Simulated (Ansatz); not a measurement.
A geometry of Si$_{2}$Ni away from equilibrium: step 5 of the relaxation of a relaxed Si2Ni cell displaced along its unstable phonon at q = (½, 0, 0) of its primitive reciprocal cell (23i cm⁻¹), largest move 0.15 Å. These are PBE (plane waves to 420 eV, PAW, scalar-relativistic; Ansatz, a quantum-chemistry and plane-wave program) values and carry that method's errors. Γ-centred k-mesh 5×9×5 on the run's cell (coarser than for final values), Fermi–Dirac smearing 0.05 eV.

```xyz
12
Lattice="6.9356 0.0000 -0.0344 0.0000 3.5876 0.0000 -0.0304 0.0000 6.2333" Properties=species:S:1:pos:R:3:forces:R:3 pbc="T T T" free_energy=-28446.545 pressure_GPa=0.8
Si    -0.0136     0.0000     0.2416    0.1083    0.0000   -0.2350
Si     3.4308     0.0000    -0.1209   -0.0671    0.0000   -0.1520
Si     1.7200     1.7938    -0.2408    0.0366    0.0000    0.0765
Si     5.2302     1.7938     0.0923   -0.0673    0.0000    0.0219
Si     1.7534     0.0000     2.3873    0.0962    0.0000   -0.0327
Si     5.2104     0.0000     2.3379   -0.2081    0.0000    0.1108
Si    -0.0603     1.7938     3.8635   -0.0115    0.0000   -0.1276
Si     3.5099     1.7938     3.8295    0.0721    0.0000   -0.0765
Ni     1.4729     0.0000     4.6432   -0.2303    0.0000    0.0829
Ni     5.2567     0.0000     4.6907    0.1456    0.0000    0.0301
Ni     0.2309     1.7938     1.5916    0.1775    0.0000    0.0520
Ni     3.3472     1.7938     1.4622   -0.0521    0.0000    0.2498
```

Positions in Å, forces in eV/Å, free energy of the cell in eV (comparable only within this code, potentials and settings). Largest force: 0.26 eV/Å, on Si1, Ni12 (atoms numbered as listed); the geometry lies 0.06 eV/atom above the end of its relaxation.

No spin polarisation in the result. A magnetic state may lie lower.

The run could not lose the symmetry of its start, so the end can be a saddle point.

The end of the path is a generated cell of Si2Ni: the first start was made by placing the elements on the sites of a structure type, and the end was not matched to a known phase here, so it may be hypothetical. Known forms of Si2Ni include space group No. 225.
